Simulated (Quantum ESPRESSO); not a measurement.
Ga4NO4F, finding a planted mistake in a log

Simulated, not a measurement. The program is pw.x of Quantum ESPRESSO 7.5 (plane-wave density functional theory). The cell is made up: 10 atoms on a corundum lattice, with randomly drawn elements, strain and displacements, not relaxed. PseudoDojo standard norm-conserving files (v0.5 for PBE, v0.4.1 for LDA and PBEsol) set the functional; there is no spin polarisation, spin-orbit coupling or dispersion term, and the masses in the input are unused placeholders.

Intended input:

```
&control calculation='scf', pseudo_dir='./dojo.nc.sr.pbe.v0_5.standard.upf', outdir='./o', disk_io='medium', tprnfor=.true., tstress=.true. /
&system ibrav=0, nat=10, ntyp=4, nbnd=50, ecutwfc=84.00895049, nosym=.true., tot_charge=0,
 occupations='smearing', smearing='fd', degauss=0.0018374661
/
&electrons conv_thr=7.350e-09, electron_maxstep=60, /
ATOMIC_SPECIES
F 1.0 F.upf
Ga 1.0 Ga.upf
N 1.0 N.upf
O 1.0 O.upf
CELL_PARAMETERS angstrom
2.524 1.3428 4.4747
-2.4784 1.3964 4.4321
0.0692 -2.9387 4.5175
ATOMIC_POSITIONS angstrom
Ga 0.0668 -0.0802 4.7033
Ga 0.0263 -0.0164 2.0066
Ga 0.1041 -0.1597 8.6645
Ga 0.1285 -0.1355 11.4019
N -0.8829 1.2511 7.8227
O -0.7349 -1.6589 7.7902
F 1.8211 -0.0667 7.8182
O 0.9901 -1.5015 5.5705
O 0.7695 1.4669 5.5999
O -1.6814 -0.2343 5.5664
K_POINTS automatic
5 5 5 1 1 1
```

The log is shortened where brackets say so; the opening notice, blank lines, dates and the lines on written files are dropped, and the path of the files is cut. It prints rydbergs, bohrs and kilobars, and counts compression as positive stress. Where no state is partly filled, the Fermi energy that it prints is only some level between the filled and the empty states on the mesh, and need not lie in the true gap.

Log of the intended run:

```
     Program PWSCF v.7.5
     Parallel version (MPI & OpenMP), running on       1 processor cores
     Number of MPI processes:                 1
     Threads/MPI process:                     1
     [start-up lines left out]
     bravais-lattice index     =            0
     lattice parameter (alat)  =      10.0345  a.u.
     unit-cell volume          =     650.5411 (a.u.)^3
     number of atoms/cell      =           10
     number of atomic types    =            4
     number of electrons       =        88.00
     number of Kohn-Sham states=           50
     kinetic-energy cutoff     =      84.0090  Ry
     charge density cutoff     =     336.0358  Ry
     scf convergence threshold =      7.3E-09
     mixing beta               =       0.7000
     number of iterations used =            8  plain     mixing
     Exchange-correlation= PBE
                           (   1   4   3   4   0   0   0)
     [axes and pseudopotential details left out]
   Cartesian axes
     site n.     atom                  positions (alat units)
         1        Ga     tau(   1) = (   0.0125799  -0.0151034   0.8857356  )
         2        Ga     tau(   2) = (   0.0049529  -0.0030885   0.3778872  )
         3        Ga     tau(   3) = (   0.0196043  -0.0300750   1.6317173  )
         4        Ga     tau(   4) = (   0.0241994  -0.0255177   2.1472304  )
         5        N      tau(   5) = (  -0.1662696   0.2356098   1.4731877  )
         6        O      tau(   6) = (  -0.1383980  -0.3124076   1.4670672  )
         7        F      tau(   7) = (   0.3429535  -0.0125611   1.4723403  )
         8        O      tau(   8) = (   0.1864578  -0.2827657   1.0490486  )
         9        O      tau(   9) = (   0.1449139   0.2762498   1.0545852  )
        10        O      tau(  10) = (  -0.3166449  -0.0441239   1.0482764  )
     number of k points=    63  Fermi-Dirac smearing, width (Ry)=  0.0018
                       cart. coord. in units 2pi/alat
        k(    1) = (  -0.0009920   0.0017554   0.1187011), wk =   0.0320000
        k(    2) = (  -0.0042645  -0.2436599   0.1941929), wk =   0.0320000
     [further k points left out]
     Dense  grid:    67655 G-vectors     FFT dimensions: (  60,  60,  60)
     Estimated max dynamical RAM per process >     106.60 MB
     Initial potential from superposition of free atoms
     starting charge      87.9893, renormalised to      88.0000
     Starting wfcs are   60 randomized atomic wfcs
     total cpu time spent up to now is       24.1 secs
     per-process dynamical memory:    87.1 Mb
     Self-consistent Calculation
     iteration #  1     ecut=    84.01 Ry     beta= 0.70
     Davidson diagonalization with overlap
     ethr =  1.00E-02,  avg # of iterations =  2.7
     total cpu time spent up to now is       86.5 secs
     total energy              =    -813.21601904 Ry
     estimated scf accuracy    <       2.34046751 Ry
     iteration #  2     ecut=    84.01 Ry     beta= 0.70
     Davidson diagonalization with overlap
     ethr =  2.66E-03,  avg # of iterations =  3.1
     total cpu time spent up to now is      142.5 secs
     total energy              =    -813.76717127 Ry
     estimated scf accuracy    <       2.71012498 Ry
     [iterations 3 to 11 left out]
     iteration # 12     ecut=    84.01 Ry     beta= 0.70
     Davidson diagonalization with overlap
     ethr =  3.90E-11,  avg # of iterations =  2.0
     total cpu time spent up to now is      721.5 secs
     total energy              =    -814.31043133 Ry
     estimated scf accuracy    <          8.5E-09 Ry
     iteration # 13     ecut=    84.01 Ry     beta= 0.70
     Davidson diagonalization with overlap
     ethr =  9.61E-12,  avg # of iterations =  2.0
     total cpu time spent up to now is      768.7 secs
     End of self-consistent calculation
     [lines on levels left out]
     the Fermi energy is    12.7573 ev
!    total energy              =    -814.31043133 Ry
     estimated scf accuracy    <          2.2E-10 Ry
     smearing contrib. (-TS)   =      -0.00000000 Ry
     internal energy E=F+TS    =    -814.31043133 Ry
     The total energy is F=E-TS. E is the sum of the following terms:
     one-electron contribution =    -223.82582956 Ry
     hartree contribution      =     197.68914910 Ry
     xc contribution           =    -219.28527661 Ry
     ewald contribution        =    -568.88847426 Ry
     convergence has been achieved in  13 iterations
     Forces acting on atoms (cartesian axes, Ry/au):
     atom    1 type  2   force =     0.06789291    0.05442184    0.05930918
     atom    2 type  2   force =     0.07589879    0.05714037   -0.07140882
     atom    3 type  2   force =    -0.11909837    0.02050275    0.01514416
     atom    4 type  2   force =    -0.00775711   -0.14696199   -0.00225915
     atom    5 type  3   force =    -0.05203892    0.06017633   -0.04323360
     atom    6 type  4   force =     0.03852570   -0.02337193    0.03284381
     atom    7 type  1   force =    -0.03358528   -0.00040502    0.00727694
     atom    8 type  4   force =    -0.00065797   -0.03012239    0.03400915
     atom    9 type  4   force =     0.02552338    0.00281524   -0.01748781
     atom   10 type  4   force =     0.00529687    0.00580479   -0.01419388
     Total force =     0.278374     Total SCF correction =     0.000029
     Computing stress (Cartesian axis) and pressure
          total   stress  (Ry/bohr**3)                   (kbar)     P=      170.70
   0.00076624   0.00018648  -0.00029984          112.72       27.43      -44.11
   0.00018648   0.00137507   0.00049492           27.43      202.28       72.80
  -0.00029984   0.00049492   0.00133979          -44.11       72.80      197.09
     init_run     :     23.56s CPU     23.98s WALL (       1 calls)
     electrons    :    720.91s CPU    744.63s WALL (       1 calls)
     forces       :      7.12s CPU      7.20s WALL (       1 calls)
     stress       :     26.67s CPU     26.84s WALL (       1 calls)
     [timing details left out]
     PWSCF        :  12m58.56s CPU  13m23.23s WALL
     JOB DONE.
```

A second run was made from an input with one planted mistake. Its log:

```
     Program PWSCF v.7.5
     Parallel version (MPI & OpenMP), running on       1 processor cores
     Number of MPI processes:                 1
     Threads/MPI process:                     1
     [start-up lines left out]
     bravais-lattice index     =            0
     lattice parameter (alat)  =      10.0345  a.u.
     unit-cell volume          =     650.5411 (a.u.)^3
     number of atoms/cell      =           10
     number of atomic types    =            4
     number of electrons       =        88.00
     number of Kohn-Sham states=           50
     kinetic-energy cutoff     =      43.5847  Ry
     charge density cutoff     =     174.3388  Ry
     scf convergence threshold =      7.3E-09
     mixing beta               =       0.7000
     number of iterations used =            8  plain     mixing
     Exchange-correlation= PBE
                           (   1   4   3   4   0   0   0)
     [axes and pseudopotential details left out]
   Cartesian axes
     site n.     atom                  positions (alat units)
         1        Ga     tau(   1) = (   0.0125799  -0.0151034   0.8857356  )
         2        Ga     tau(   2) = (   0.0049529  -0.0030885   0.3778872  )
         3        Ga     tau(   3) = (   0.0196043  -0.0300750   1.6317173  )
         4        Ga     tau(   4) = (   0.0241994  -0.0255177   2.1472304  )
         5        N      tau(   5) = (  -0.1662696   0.2356098   1.4731877  )
         6        O      tau(   6) = (  -0.1383980  -0.3124076   1.4670672  )
         7        F      tau(   7) = (   0.3429535  -0.0125611   1.4723403  )
         8        O      tau(   8) = (   0.1864578  -0.2827657   1.0490486  )
         9        O      tau(   9) = (   0.1449139   0.2762498   1.0545852  )
        10        O      tau(  10) = (  -0.3166449  -0.0441239   1.0482764  )
     number of k points=    63  Fermi-Dirac smearing, width (Ry)=  0.0018
                       cart. coord. in units 2pi/alat
        k(    1) = (  -0.0009920   0.0017554   0.1187011), wk =   0.0320000
        k(    2) = (  -0.0042645  -0.2436599   0.1941929), wk =   0.0320000
     [further k points left out]
     Dense  grid:    25269 G-vectors     FFT dimensions: (  45,  45,  45)
     Estimated max dynamical RAM per process >      42.94 MB
     Check: negative core charge=   -0.000296
     Initial potential from superposition of free atoms
     starting charge      87.9893, renormalised to      88.0000
     negative rho (up, down):  2.094E-04 0.000E+00
     Starting wfcs are   60 randomized atomic wfcs
     total cpu time spent up to now is       11.1 secs
     per-process dynamical memory:    29.9 Mb
     Self-consistent Calculation
     iteration #  1     ecut=    43.58 Ry     beta= 0.70
     Davidson diagonalization with overlap
     ethr =  1.00E-02,  avg # of iterations =  2.7
     negative rho (up, down):  2.504E-05 0.000E+00
     total cpu time spent up to now is       35.8 secs
     total energy              =    -806.68105524 Ry
     estimated scf accuracy    <       2.88028408 Ry
     iteration #  2     ecut=    43.58 Ry     beta= 0.70
     Davidson diagonalization with overlap
     ethr =  3.27E-03,  avg # of iterations =  3.0
     negative rho (up, down):  3.757E-06 0.000E+00
     total cpu time spent up to now is       65.5 secs
     total energy              =    -807.20442123 Ry
     estimated scf accuracy    <       2.73043662 Ry
     [iterations 3 to 10 left out]
     iteration # 11     ecut=    43.58 Ry     beta= 0.70
     Davidson diagonalization with overlap
     ethr =  2.23E-10,  avg # of iterations =  2.0
     total cpu time spent up to now is      270.9 secs
     total energy              =    -807.83689077 Ry
     estimated scf accuracy    <       0.00000004 Ry
     iteration # 12     ecut=    43.58 Ry     beta= 0.70
     Davidson diagonalization with overlap
     ethr =  5.01E-11,  avg # of iterations =  2.0
     total cpu time spent up to now is      294.9 secs
     End of self-consistent calculation
     [lines on levels left out]
     the Fermi energy is    12.5009 ev
!    total energy              =    -807.83689078 Ry
     estimated scf accuracy    <          1.6E-09 Ry
     smearing contrib. (-TS)   =      -0.00000000 Ry
     internal energy E=F+TS    =    -807.83689078 Ry
     The total energy is F=E-TS. E is the sum of the following terms:
     one-electron contribution =    -211.58774325 Ry
     hartree contribution      =     189.01780297 Ry
     xc contribution           =    -216.37847624 Ry
     ewald contribution        =    -568.88847427 Ry
     convergence has been achieved in  12 iterations
     Forces acting on atoms (cartesian axes, Ry/au):
     atom    1 type  2   force =     0.05922362    0.04755422    0.05071448
     atom    2 type  2   force =     0.06715561    0.05213437   -0.06694970
     atom    3 type  2   force =    -0.11500560    0.01943844    0.02673575
     atom    4 type  2   force =    -0.00572712   -0.15822557   -0.01763012
     atom    5 type  3   force =    -0.05572653    0.06806504   -0.04658348
     atom    6 type  4   force =     0.04740169   -0.02306855    0.03292956
     atom    7 type  1   force =    -0.03219156    0.02096766    0.01473349
     atom    8 type  4   force =     0.00121115   -0.03773746    0.03702170
     atom    9 type  4   force =     0.02994746    0.00652454   -0.01546609
     atom   10 type  4   force =     0.00371128    0.00434731   -0.01550560
     Total force =     0.281889     Total SCF correction =     0.000163
     Computing stress (Cartesian axis) and pressure
          total   stress  (Ry/bohr**3)                   (kbar)     P=    -6648.79
  -0.04553526   0.00013993  -0.00033491        -6698.47       20.58      -49.27
   0.00013993  -0.04500971   0.00056644           20.58    -6621.16       83.33
  -0.00033491   0.00056644  -0.04504768          -49.27       83.33    -6626.74
     init_run     :     10.29s CPU     10.93s WALL (       1 calls)
     electrons    :    278.35s CPU    283.79s WALL (       1 calls)
     forces       :      3.74s CPU      3.79s WALL (       1 calls)
     stress       :     12.96s CPU     13.01s WALL (       1 calls)
     [timing details left out]
     PWSCF        :   5m 5.63s CPU   5m12.02s WALL
     JOB DONE.
```

Question: what was wrong in the second input?

Answer: the plane-wave cutoff is too low. The input lines that differ, file-writing options aside:

```
- &system ibrav=0, nat=10, ntyp=4, nbnd=50, ecutwfc=84.00895049, nosym=.true., tot_charge=0,
+ &system ibrav=0, nat=10, ntyp=4, nbnd=50, ecutwfc=43.58469610, nosym=.true., tot_charge=0,
```

```
                                            intended run  run with the mistake
                          free energy (eV)    -11079.258            -10991.181
                    smearing term -TS (eV)        0.0000                0.0000
                            pressure (GPa)         17.07               -664.88
            largest force component (eV/Å)         3.779                 4.068
largest change of a force component (eV/Å)                               0.550
                                iterations            13                    12
```

For scale, a rerun of the intended cell at a cutoff of 1437 eV and k mesh 7 x 7 x 7 moved values by no more than 0.004 eV in energy, 0.02 GPa in stress and 0.002 eV/Å in force.